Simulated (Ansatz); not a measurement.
NbSiPt in space group Pnma (No. 62; Nb on 4c, Si on 4c, Pt on 4c), plane-wave PAW r²SCAN (Ansatz code), all energies at zero smearing, with the estimated change up to a 700 eV cutoff added, with one set of potentials and settings (totals compare only within such a set). Cell of 12 atoms (4 Nb, 4 Si, 4 Pt): -70968.299 eV.

```json
[
 {"element": "Nb", "reference phase": "Im-3m, 1 atoms in the cell", "E (eV/atom)": "-4563.6321"},
 {"element": "Si", "reference phase": "Fd-3m, 2 atoms in the cell", "E (eV/atom)": "-639.0667"},
 {"element": "Pt", "reference phase": "Fm-3m, 1 atoms in the cell", "E (eV/atom)": "-12536.7848"}
]
```

Formation energy per atom, worked out: (-70968.299 − 4×(-4563.6321) − 4×(-639.0667) − 4×(-12536.7848))/12 = -0.864 eV/atom (-83 kJ per mol of atoms), at 0 K, without zero-point energy or fitted corrections.

The workflow started from a Materials Project entry (that database holds measured and hypothetical structures alike); the Crystallography Open Database files this formula in space group No. 62, but the cells were not matched. Its standing as an ambient phase is unchecked. Symmetry was held in the r²SCAN relaxation; whether a distortion lowers the energy is not shown. No spin polarisation was allowed. The references are the lowest solids computed at this level, not always the standard phases. Scalar-relativistic: spin–orbit coupling is off unless named, which matters more the heavier the elements.

Potentials: the later of the program's two PAW sets.
